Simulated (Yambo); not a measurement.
Sr$_{2}$MgWO$_{6}$ (space group I4/m, No. 87); a = 5.6095 Å, b = 5.6095 Å, c = 5.6095 Å, α = 120.38°, β = 120.38°, γ = 89.34°. With the G0W0 scissor the direct gap on the mesh is 5.01 eV. Axes are Cartesian, with cell vectors (Å) (-2.79, 2.79, 3.99), (2.79, -2.79, 3.99), (2.79, 2.79, -3.99).

**Question.** Does this run resolve the lowest exciton, and if so, what are its energy and binding? (Yambo, PBEsol bands; 4×4×4 mesh, 16 valence and 7 conduction bands, static screening with 86 bands and a 3 Ry block, scissor 1.97 eV, Tamm-Dancoff.)

**Answer.** The mesh holds a bound state, but the numbers are provisional. These are vertical excitations (zero momentum). The lowest state lies at 4.01 eV (dark for light along x), the direct quasiparticle gap on this mesh at 5.01 eV. Its binding energy, counted from that gap, is 0.99 eV; it spreads over about 46 k points of the mesh. Convergence with the mesh was not shown. The first optically allowed state is at 4.46 eV. The scissor comes from a G0W0 run whose convergence isn't established. Spin-orbit coupling is left out, which matters for elements this heavy: edges can move by tenths of an eV.

Geometry of the Materials Project entry, not relaxed at this level.

The structure is a Materials Project entry; no match was found in the copy of COD used, and its stability was not checked.
